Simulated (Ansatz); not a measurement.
MoSe₂ in space group P6_3/mmc (No. 194; Mo on 2c, Se on 4f), DFT-PBE+D3(BJ) in the program Ansatz with PAW potentials, all energies at zero smearing, with the estimated change up to a 700 eV cutoff added, with one set of potentials and settings (totals compare only within such a set). Cell of 6 atoms (2 Mo, 4 Se): -31795.289 eV.

| element | reference phase | E (eV/atom) |
|---|---|---|
| Mo | Im-3m, 1 atoms in the cell | -4956.7735 |
| Se | P3_121, 3 atoms in the cell | -5469.4170 |

Formation energy per atom, worked out: (-31795.289 − 2×(-4956.7735) − 4×(-5469.4170))/6 = -0.679 eV/atom (-66 kJ per mol of atoms), at 0 K, without zero-point energy or fitted corrections.

Symmetry was held in the PBE+D3(BJ) relaxation. The run is not spin-polarised. The references are the lowest solids computed at this level, not always the standard phases.

Potentials: the earlier of the program's two PAW sets.
